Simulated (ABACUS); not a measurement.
Consider a self-consistent single point of a model cell of CdRe3 (I4/mmm, 4 atoms in the cell; prototype structure).

```xyz
4
Lattice="-1.9854 1.9854 4.4224 1.9854 -1.9854 4.4224 1.9854 1.9854 -4.4224" Properties=species:S:1:pos:R:3 pbc="T T T"
Re     0.0000     0.0000     4.4224
Re     0.0000     1.9854     2.2112
Re     1.9854     0.0000     2.2112
Cd     0.0000     0.0000     0.0000
```

Computed with LDA (PW92), PseudoDojo 0.4 standard norm-conserving LDA (tails mended) pseudopotentials (plane waves; ABACUS).

ABACUS settings:

| setting | value |
|---|---|
| KPT | Gamma 5 5 5 0 0 0 |
| basis_type | pw |
| dft_functional | PWLDA |
| ecutwfc | 102 Ry |
| smearing_method | mv |
| smearing_sigma | 0.0199916 Ry |
| potentials | PseudoDojo 0.4 standard norm-conserving LDA (tails mended) |
| symmetry | 1 |
| ks_solver | dav_subspace |
| scf_nmax | 100 |
| scf_thr | 1.0e-09 Ry |
| mixing_type | broyden |
| mixing_beta | 0.7 |

Results:

```
Quantity                                                  Result
------------------------------------------------  --------------
Number of valence electrons                                   65
Number of bands                                               43
Number of k-points after the program's reduction              18
Number of plane waves (most at a k-point)                   8206
Number of SCF iterations                                       9
FFT grid                                            64 × 64 × 64
Free energy E − TS                                -11858.0113 eV
Fermi level (on the code's own zero)                    19.38 eV
Pressure                                              -32.46 GPa
```

Stress (GPa, positive for compression):
```
-29.74    0.00    0.00
  0.00  -29.74    0.00
  0.00    0.00  -37.89
```

Lattice and positions were typed or generated, without prior relaxation. No clean gap shows at this smearing width and mesh (spacing up to 0.45 Å⁻¹); the mesh is coarse for partly filled bands, so the values carry mesh errors. At this pressure the cell is far from its equilibrium volume at this level.

Cost on one core: very roughly 3 core-minutes.

“Tails mended”: in these copies of the files the far tail of each local potential was reset to the Coulomb form.
